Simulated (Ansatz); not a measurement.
HPdO$_{2}$: reading a single point

```
Pd H O
1.0
     1.37468    2.38102    0.00000
    -1.37468    2.38102    0.00000
     0.00000   -1.58734    5.75965
Pd H O
1 1 2
Direct
  0.00000 0.00000 0.00000
  0.50000 0.50000 0.50000
  0.11215 0.11215 0.33645
  0.88785 0.88785 0.66355
```

The numbers come from plane-wave PAW DFT (Ansatz): r2SCAN, spin-orbit coupling, 500 eV, 7×7×7 Γ-centred k points, methfessel-paxton occupations (width 0.156 eV). Nothing was relaxed.

The state carries no moments; the state need not be the lowest.

**Stress.** The pressure is -14.5 GPa (compression positive), so with the atoms held at these fractions the cell would first shrink; the forces are large, so a full relaxation may end otherwise. The principal stresses -29.7, -6.8, -6.8 GPa differ, so its shape would change too.
**Charges.** Bader charges in e: H +0.57, Pd +0.68, O -0.62. In the mean Pd gives up most and O takes most.
**Electronic structure.** It is a metal, with about 2.2 states/eV a cell as the mean within 0.25 eV of the Fermi level, mostly O p (77 %) and Pd d (21 %).
**Forces.** The largest is on O3 (and as large on other atoms): 1.68 eV/Å, components (0.00, 0.00, -1.68). It makes 121° with the line to a nearest neighbour, H2 at 1.85 Å.

Origin: a known structure type with other elements, at an estimated volume, so it need not be a known compound. Caveats: the k mesh is coarse if the cell is a metal; atoms or cell far from equilibrium; wide smearing.
